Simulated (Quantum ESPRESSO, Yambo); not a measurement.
AlP (zinc blende, space group F-43m, No. 216) under isotropic strain of +1 % on all lattice vectors. The PBEsol cell relaxed from Materials Project entry mp-1550 was given an isotropic strain of +1 % on all lattice vectors, and the atoms were relaxed again. Chain: PBEsol (pw.x of Quantum ESPRESSO, ONCV potentials, without SOC); G0W0 in Yambo (4×4×4 Γ-centred k mesh, 148 bands and a 14 Ry block in the screening, 148 bands in G with the Bruneval-Gonze terminator, plasmon pole fitted at 27.2 eV); BSE (10×10×10 mesh, 3 valence and 1 conduction bands, static screening with 18 bands and a 4 Ry block, scissor 0.99 eV, Tamm-Dancoff).

| Quantity | Value |
|---|---|
| PBEsol gap (dense path) | 1.50 eV |
| PBEsol gap Γ → X on the GW mesh | 1.50 eV |
| PBEsol smallest direct gap on the GW mesh, at Γ | 2.88 eV |
| G0W0 direct gap at that point | 3.87 eV |
| G0W0 correction to the gap Γ → X | 0.99 eV |
| lowest exciton | no binding energy given (see below) |

Rough cost of the Yambo steps against G0W0 for 6 states: BSE within a factor of two.

Convergence of the G0W0 settings was not tested. The BSE states are vertical excitations (zero momentum); the indirect quasiparticle gap, about 2.49 eV, is smaller than the direct one (3.87 eV on the GW mesh). The lowest state covers only about 1 of the 1000 k points, so the mesh doesn't resolve it: its energy and its distance from the direct gap are mesh artefacts. An extended exciton needs a far denser mesh.
